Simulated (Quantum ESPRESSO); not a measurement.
```cif
data_Cs3La3S6
_chemical_formula_sum 'S6 Cs3 La3'
_space_group_name_H-M_alt 'R-3m :H'
_space_group_IT_number 166
_space_group_name_Hall '-R 3 2"'
_cell_length_a 4.28185
_cell_length_b 4.28185
_cell_length_c 23.77669
_cell_angle_alpha 90.000
_cell_angle_beta 90.000
_cell_angle_gamma 120.000
loop_
_atom_site_label
_atom_site_type_symbol
_atom_site_symmetry_multiplicity
_atom_site_Wyckoff_symbol
_atom_site_fract_x
_atom_site_fract_y
_atom_site_fract_z
_atom_site_occupancy
S1 S 6 c 0.00000 0.00000 0.22952 1
Cs1 Cs 3 a 0.00000 0.00000 0.00000 1
La1 La 3 b 0.00000 0.00000 0.50000 1
```
(The calculation used a cell of 4 atoms; values per cell refer to that cell.)

Cell and atoms were relaxed with PBEsol from Materials Project entry mp-561586, within its symmetry.

Question: What does PBEsol (Quantum ESPRESSO, PseudoDojo norm-conserving, 110 Ry, without SOC) give for the electronic structure near the Fermi level?

Answer: The PBEsol gap is indirect, 2.36 eV, from Γ to F; the smallest direct gap is 2.51 eV. The 4f states are in the valence at their DFT position.

The structure is a Materials Project entry; no match was found in the copy of COD used, and its stability was not checked.
